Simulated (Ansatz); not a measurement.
Si$_{2}$Ru (MoSi2 or CaC2 type, I4/mmm), plane-wave PAW r²SCAN (Ansatz code), all energies at zero smearing, with the estimated change up to a 700 eV cutoff added, with one set of potentials and settings (totals compare only within such a set). Cell of 3 atoms (1 Ru, 2 Si): -7169.409 eV.

```
element                reference phase  E (eV/atom)
-------  -----------------------------  -----------
Ru       P6_3/mmc, 2 atoms in the cell   -5890.7039
Si          Fd-3m, 2 atoms in the cell    -639.0667
```

Formation energy per atom, worked out: (-7169.409 − 1×(-5890.7039) − 2×(-639.0667))/3 = -0.191 eV/atom (-18 kJ per mol of atoms), at 0 K, without zero-point energy or fitted corrections.

The cell is a constructed one: a structure type filled with these elements; neither database checked (COD, Materials Project) lists it. Its standing as an ambient phase is unchecked. The cell was relaxed with r²SCAN under the symmetry of its start; whether a distortion lowers the energy is not shown. The run is not spin-polarised. The references are the lowest solids computed at this level, not always the standard phases.

Potentials: the later of the program's two PAW sets.
